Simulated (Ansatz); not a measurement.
SrIF:
```xyz
6
Lattice="4.2457 0.0000 0.0000 0.0000 4.2457 0.0000 0.0000 0.0000 9.0034" Properties=species:S:1:pos:R:3 pbc="T T T"
Sr     2.1228     0.0000     1.3304
Sr     0.0000     2.1228     7.6730
I      2.1228     0.0000     6.0589
I      0.0000     2.1228     2.9445
F      2.1228     2.1228     0.0000
F      0.0000     0.0000     0.0000
```

Relaxed with r²SCAN+D4.

Question: Give the Bader charges and basin volumes of the independent atoms, r²SCAN+D4 (plane waves, PAW; program Ansatz).

Answer: 

```tsv
atom	Bader charge (e)	Bader volume (Å³)
Sr1	+1.64	18.0
I3	-0.77	48.8
F5	-0.87	14.3
```

Space group P4/nmm. The first step of the workflow began from a Materials Project structure, measured or hypothetical; the Crystallography Open Database copy checked does not list it. Whether it is the stable phase at ambient conditions was not checked. The cell was relaxed with r²SCAN+D4 under the symmetry of its start; whether a distortion lowers the energy is not shown. Spin–orbit coupling is left out wherever it is not named.

Potentials: the later of the program's two PAW sets.
